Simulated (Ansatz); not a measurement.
## What DFT gives for RuBr$_{4}$

```yaml
crystal:
  lattice:
    - [4.20584, 4.41643, 0.00000]
    - [4.20584, -4.41643, 0.00000]
    - [0.00000, 0.00000, -3.77672]
  atoms:
    - { symbol: Br, position: [0.18940, 0.81060, 0.50000] }
    - { symbol: Br, position: [0.81060, 0.18940, 0.50000] }
    - { symbol: Ru, position: [0.00000, 0.00000, 0.00000] }
    - { symbol: Br, position: [0.28520, 0.28520, 0.00000] }
    - { symbol: Br, position: [0.71480, 0.71480, 0.00000] }
```

Method: PBE, spin-orbit coupling; PAW, plane waves to 420 eV, 4×4×7 Γ-centred mesh, gaussian occupations (width 0.0174 eV) (Ansatz 0.2.0), atoms fixed.

The state carries no moments; the state need not be the lowest.

Charges: Bader charges in e: Ru +0.87, Br -0.22. In the mean Ru gives up most and Br takes most.
At the Fermi level: It is a metal, with about 6.4 states/eV a cell as the mean within 0.25 eV of the Fermi level, mostly Ru d (52 %) and Br p (47 %).
Formation energy: -0.20 eV an atom against the elements' usual phases (free molecules for gases, crystals otherwise, with no correction for O₂ or N₂), so it is bound against them; other compounds may still compete. Relaxing would lower it.
Stress: The pressure is 1.2 GPa (compression positive), so with the atoms held at these fractions the cell would first expand. The principal stresses -0.1, 1.3, 2.4 GPa differ, so its shape would change too.
Forces: The largest is on Br4 (and as large on other atoms): 0.32 eV/Å, components (0.32, 0.00, 0.00). It makes 180° with the line to a nearest neighbour, Ru3 at 2.40 Å, pointing away from it.

Origin: a known structure type with other elements, at an estimated volume, so it need not be a known compound.
